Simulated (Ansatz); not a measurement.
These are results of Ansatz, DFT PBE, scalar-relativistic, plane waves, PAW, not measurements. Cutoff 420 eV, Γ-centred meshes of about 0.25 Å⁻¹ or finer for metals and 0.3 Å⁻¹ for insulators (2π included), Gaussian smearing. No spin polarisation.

All energies are static (0 K, no zero-point motion).

Two forms of ZrGe2Pd3 were relaxed alike.

A.

Space group P4mm (No. 99). a = 3.127 Å, b = 3.127 Å, c = 10.083 Å, α = 90.00°, β = 90.00°, γ = 90.00°
```json
{"atom": "Zr", "site": "1b", "symmetry": "4mm", "x": "0.5000", "y": "0.5000", "z": "0.1604"}
{"atom": "Ge", "site": "1a", "symmetry": "4mm", "x": "0.0000", "y": "0.0000", "z": "0.9728"}
{"atom": "Ge", "site": "1b", "symmetry": "4mm", "x": "0.5000", "y": "0.5000", "z": "0.5137"}
{"atom": "Pd", "site": "1a", "symmetry": "4mm", "x": "0.0000", "y": "0.0000", "z": "0.6507"}
{"atom": "Pd", "site": "1a", "symmetry": "4mm", "x": "0.0000", "y": "0.0000", "z": "0.3583"}
{"atom": "Pd", "site": "1b", "symmetry": "4mm", "x": "0.5000", "y": "0.5000", "z": "0.8439"}
```

B.

Space group P-3m1 (No. 164). a = 4.352 Å, b = 4.352 Å, c = 6.030 Å, α = 90.00°, β = 90.00°, γ = 120.00°
```tsv
atom	site	symmetry	x	y	z
Zr	1a	-3m.	0.0000	0.0000	0.0000
Ge	2d	3m.	0.3333	0.6667	0.7475
Pd	2d	3m.	0.3333	0.6667	0.2953
Pd	1b	-3m.	0.0000	0.0000	0.5000
```

**Question.** Which is lower in energy, and by how much?

**Answer.** B is lower, by 131 meV/atom. A has space group P4mm (No. 99), 16.4 Å³/atom and no gap on its mesh; B has space group P-3m1 (No. 164), 16.5 Å³/atom and no gap. Counting Ge atoms around Pd and Zr (those within 1.25 times the shortest such distance or 1.15 times the sum of covalent radii; a plus sign parts nearer from farther groups; a slash parts the counts of unlike sites), A has Zr 4+1, Pd 4/4+1 and B has Zr 6, Pd 4/6. In A, Zr is surrounded by 4 Ge at 2.91 Å, 4 Pd at 2.98 Å, 4 Zr at 3.13 Å, 1 Pd at 3.19 Å and 1 Ge at 3.56 Å; around Ge on its first site lie 4 Pd at 2.56 Å, 4 Zr at 2.91 Å, 4 Ge at 3.13 Å and 1 Pd at 3.25 Å; Pd on its first site has 4 Ge at 2.61 Å, 5 Pd at 2.95 Å, 4 Pd at 3.13 Å and 1 Ge at 3.25 Å; 3 more sites not described. In B, around Zr lie 6 Ge at 2.94 Å and 8 Pd at 3.01–3.08 Å; around Ge lie 3 Pd at 2.53 Å, 1 Pd at 2.73 Å, 3 Pd at 2.92 Å, 3 Zr at 2.94 Å and 1 Pd at 3.30 Å; Pd on a site of symmetry 3m has 3 Ge at 2.53 Å, 1 Ge at 2.73 Å, 3 Pd at 2.80 Å, 3 Zr at 3.08 Å and 1 Ge at 3.30 Å; 1 more site not described. Both come from trial cells of a structure search, whose lowest cell (P2_1/m, 16.4 Å³/atom) lies 83 meV/atom below the lower of the two.

Trial moments fell under 0.15 μB along the way in P4mm and P-3m1; another start might hold them. With atoms moved at random, B (by 83 meV/atom) fell into a lower structure. A had no clear such test and can be a saddle point. Some structure types and database cells were kept out of the candidates from the start, so a known form may be missing.
